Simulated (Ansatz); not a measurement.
TaN (space group P6/mmm)

```
CELL_PARAMETERS angstrom
      5.16631     0.00000     0.00000
     -2.58316     4.47416     0.00000
      0.00000     0.00000     2.88930
ATOMIC_POSITIONS crystal
  Ta 0.00000 0.00000 0.00000
  Ta 0.33333 0.66667 0.50000
  Ta 0.66667 0.33333 0.50000
  N  0.50000 0.00000 0.00000
  N  0.50000 0.50000 0.00000
  N  0.00000 0.50000 0.00000
```

A phonon eigenvector at Γ is frozen into this cell: atom i moves by Q times the vector below, so Q is the largest atomic displacement, in Å. The cell is held.

| atom | x | y | z |
|---|---|---|---|
| N4 | -1.000 | 0.000 | 0.000 |
| N5 | 0.500 | 0.866 | 0.000 |
| N6 | 0.500 | -0.866 | 0.000 |

Atoms not listed stay in place.

Computed with LDA (plane waves to 420 eV, PAW, scalar-relativistic; Ansatz, a quantum-chemistry and plane-wave program). k mesh 11×11×16 (Γ-centred), Fermi-Dirac smearing 0.05 eV. E stands for the smeared free energy. With partly filled bands, energies and forces of such displacements shift with the k mesh and the smearing. Spin-orbit coupling is left out, though Ta is heavy. TaN is run without spin polarisation. TaN was relaxed with its symmetry unable to fall. This is one of several known forms of TaN; the measured ambient cells at hand have space group No. 189. The zero of ΔE is the undisplaced structure.

### Question
Estimate the ΔE (meV/cell) and −dE/dQ from forces (eV/Å) for Q (Å) = -0.440, -0.330, -0.110, 0.220, 0.330, 0.440, 0.550, 0.660.

### Answer
```tsv
Q (Å)	ΔE (meV/cell)	−dE/dQ from forces (eV/Å)
-0.440	-2477	-5.140
-0.330	-1765	-7.372
-0.110	-271	-4.648
0.220	-943	7.178
0.330	-1765	7.372
0.440	-2477	5.140
0.550	-2795	0.151
0.660	-2384	-8.289
```

(For displaced atoms, the force is minus the slope of the energy, and its curvature is a force constant, which sets phonon frequencies.)
